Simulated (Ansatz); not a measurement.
## Electrostatic potentials at the O nuclei in WI2O2

Cell: a COD entry, its atoms then relaxed with PBE in this cell.

```
W I O
1.0
    -1.87420    1.95245    8.31415
     1.87420   -1.95245    8.31415
     1.87420    1.95245   -8.31415
W I O
1 2 2
Direct
  0.00000 0.00000 0.00000
  0.16288 0.16288 0.00000
  0.83712 0.83712 0.00000
  0.50000 0.00000 0.50000
  0.00000 0.50000 0.50000
```

Atoms are numbered from 1 in the order listed; like atoms form one site, named after its first atom.

All values are calculated (Ansatz; DFT, r2SCAN, plane waves and PAW, scalar-relativistic, 500 eV cutoff, Γ-centred 12×12×12 k-points, Fermi–Dirac smearing 0.05 eV), not measured.

The potential at a nucleus is that of all electrons and the other nuclei. A higher potential binds the core electrons more strongly, so differences between sites of one element are the initial-state part of core-level shifts.

Question: Rank the O sites by the potential at the nucleus, lowest first, and give each against the lowest.
A. atom 4: 2 W at 1.95 Å, angle 180°
B. atom 5: 2 W at 1.87 Å, angle 180°

Answer: A (0.00 V), B (0.18 V).

At this cell the r2SCAN pressure is -1 GPa, with principal stresses up to 8 GPa in size, so it isn't the equilibrium cell of r2SCAN.
